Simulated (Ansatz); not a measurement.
Input file for Ansatz (a first-principles code):

Ansatz 0.2 input:
```yaml
crystal:
  lattice:
    - [1.6099157492, -2.2807953459, 0.0]
    - [1.6099157492, 2.2807953459, 0.0]
    - [0.0, 0.0, 4.2001771695]
  atoms:
    - { symbol: Nb, position: [0.0, 0.0, 0.0] }
    - { symbol: Ru, position: [0.5, 0.5, 0.5] }
kpoints:
  mp_grid: { grid: [15, 15, 10] }
hamiltonian:
  xc: pbesol
  pseudopotentials: { kind: paw }
scf:
  occupations: { method: fermi_dirac, width: 0.1 }
phonons:
  method: dfpt
  response_accuracy: low
  eigenvectors: true
  rigid_motions: translations
```

Output (shortened):

```
Pseudopotential: Nb, paw, valence charge 13
Pseudopotential: Ru, paw, valence charge 16
Functional definition: PBEsol
Crystal: 2 atoms, lattice volume = 30.845 Å³
Basis set: ecut = 420 eV, 609 PW (Γ), exchange–correlation on 40×40×60 points (8 copies of the dense FFT grid, shifted against one another)
Bands: 19, of which v1, the nominal top of the filled ones, is band 15 counted from 1 (14 counted from 0)
Symmetry: 8 space group operations
k-points: 384 of 2250
SCF iter   1: F=—  HF=-10312.114763 eV  |F-HF|=—  |Δ(HF+E_count)|=         —  Δρ=1.22e-2  dr2=7.15e-2  ethr=1.77e-3  ⟨swp⟩=5.0  Hψ=29963  notcnv=0
preconditioner: auto → none
SCF iter   2: F=—  HF=-10312.110484 eV  |F-HF|=—  |Δ(HF+E_count)|=   4.28e-3  Δρ=8.07e-3  dr2=4.11e-2  ethr=2.46e-4  ⟨swp⟩=1.0  Hψ=10368  notcnv=0
SCF iter   3: F=—  HF=-10312.106075 eV  |F-HF|=—  |Δ(HF+E_count)|=   4.41e-3  Δρ=1.52e-3  dr2=7.43e-4  ethr=1.42e-4  ⟨swp⟩=1.0  Hψ=7303  notcnv=0
SCF iter   4: F=—  HF=-10312.105992 eV  |F-HF|=—  |Δ(HF+E_count)|=   8.29e-5  Δρ=3.94e-4  dr2=3.28e-5  ethr=2.56e-6  ⟨swp⟩=2.0  Hψ=12422  notcnv=0
SCF iter   5: F=—  HF=-10312.105984 eV  |F-HF|=—  |Δ(HF+E_count)|=   7.89e-6  Δρ=9.74e-5  dr2=2.03e-6  ethr=1.13e-7  ⟨swp⟩=2.0  Hψ=12183  notcnv=0
SCF iter   6: F=—  HF=-10312.105984 eV  |F-HF|=—  |Δ(HF+E_count)|=   1.83e-7  Δρ=2.21e-5  dr2=8.13e-8  ethr=7.02e-9  ⟨swp⟩=2.0  Hψ=12755  notcnv=0
SCF iter   7: F=—  HF=-10312.105984 eV  |F-HF|=—  |Δ(HF+E_count)|=   1.76e-8  Δρ=3.94e-6  dr2=1.62e-9  ethr=2.80e-10  ⟨swp⟩=2.5  Hψ=13005  notcnv=0
SCF iter   8: F=—  HF=-10312.105984 eV  |F-HF|=—  |Δ(HF+E_count)|=  3.13e-10  Δρ=5.28e-7  dr2=4.01e-11  ethr=5.58e-12  ⟨swp⟩=2.0  Hψ=10839  notcnv=0
SCF iter   9: F=-10312.105984 eV  HF=-10312.105984 eV  |F-HF|=1.82e-12  |Δ(HF+E_count)|=  3.64e-12  Δρ=5.91e-8  dr2=3.60e-13  ethr=1.00e-12  ⟨swp⟩=5.0  Hψ=30893  notcnv=0
SCF 1 converged in 9 iterations: F = -10312.105984 eV  dr2 = 3.60e-13
DFPT response loops at Γ: preconditioner auto → Kerker (q_TF=auto, 2.700 Å⁻¹) (partly filled bands, converged f_vac=0.000) …
SCF converged after 9 iterations
Free energy (F): -10312.105984 eV
Harris-Foulkes:  -10312.105984 eV  (|F-HF|=1.82e-12)
Internal energy: -10312.031667 eV  (E = F + TS)
E sigma→0 (E₀):  -10312.068825 eV
Entropy (-TS):   -0.074317 eV (-37.158 meV/atom)
Fermi energy:    20.950572 eV
--- Per-component energies (eV) ---
  E_band       = -125.689168
  E_kinetic    = 911.748123
  E_local      = -2040.866806  (includes V_loc(G=0)·N_el)
  E_nonlocal   = 466.607275
  E_hartree    = 660.527423
  E_xc         = -364.773214
  E_vxc        = -452.249332  (∫ρ·V_xc dr)
  E_paw        = -6417.581238  (= ΣΔE_a)
  E_vpaw       = -331.983095  (= ΣTr[D̂ρ^β])
  E_aug_tail   = -0.000183  (compensation charges beyond the density's cutoff)
  E_ewald      = -3528.135052
  E_core_change = 0.442005  (= ΣΔE_core)
  E_smearing   = -0.074317  (= −TS)
  E_closure    = 0.000000  (closes the sum)
  Σ components = -10312.105984   (vs F -10312.105984, Δ=0.00e0)
  [band-id]    e_kinetic+e_local+e_nonlocal+2·e_hartree+e_vxc+e_vpaw+e_augmentation_tail = -125.689171   (vs E_band -125.689168, Δ=-3.40e-6)
--- Band table (eV; the first three rows and the last of 384) ---
  k-point 0: bands = ["-51.6997", "-33.9090", "-21.8124", "-21.5965", "-21.3836", "-10.0675", "-9.4371", "-9.2062", "13.7251", "15.4829", "17.1699", "18.3995", "19.2791", "20.2084", "20.7389", "21.6724", "23.5734", "23.9044", "24.1713"]
  k-point 1: bands = ["-51.6997", "-33.9097", "-21.8089", "-21.5962", "-21.3836", "-10.0770", "-9.4389", "-9.2061", "13.8496", "15.5445", "17.2094", "18.5043", "19.3122", "20.1355", "20.7242", "21.4775", "23.3096", "23.8311", "24.1354"]
  k-point 2: bands = ["-51.6996", "-33.9115", "-21.7997", "-21.5955", "-21.3835", "-10.1019", "-9.4437", "-9.2059", "14.2071", "15.7142", "17.3217", "18.8077", "19.4039", "19.9374", "20.6864", "20.9502", "22.6515", "23.6308", "24.0445"]
  k-point 383: bands = ["-51.6276", "-33.6389", "-21.8599", "-21.7917", "-21.7029", "-10.6116", "-10.0257", "-9.8861", "16.5994", "17.1493", "17.3178", "17.8370", "18.9109", "19.8222", "20.8665", "22.3334", "22.5601", "26.5800", "28.0714"]
--- Phonons (Γ-DFPT): 6 representative perturbations + reference, on 384 of 2250 k-points (Σ response iterations 16) ---
  ASR residual: 1.498e-3 → 0.000e0 eV/Å²; symmetrization residual: 1.965e-4 eV/Å²
  ASR residual per site (eV/Å²): 1.50e-3 1.16e-3
  Γ frequencies (cm⁻¹): 0.00 0.00 0.00 134.16 157.03 240.87
  non-analytic LO–TO correction: not included (Born effective charges unavailable; polar crystals: no LO–TO splitting at Γ)
```

Cost: about 100 core-seconds (a rough figure) on shared cores.

Space group Cmmm. The first step of the workflow began from a Materials Project structure, measured or hypothetical; the Crystallography Open Database copy checked does not list it. COD files the formula under space group No. 123, 221. With Nb and Ru taken as one species the cell has the higher symmetry I4/mmm, so it may be an ordered model of a mixed-site phase. Its standing as an ambient phase is unchecked. The PBEsol relaxation kept the symmetry of its start; whether a distortion lowers the energy is not shown. The run is not spin-polarised. As this level gives no gap, phonon frequencies hold no LO–TO term and depend on the k-mesh and smearing (Fermi–Dirac, 0.1 eV here). Spin–orbit coupling is left out wherever it is not named.

Potentials: the later of the program's two PAW sets.

Ansatz is a plane-wave DFT program.
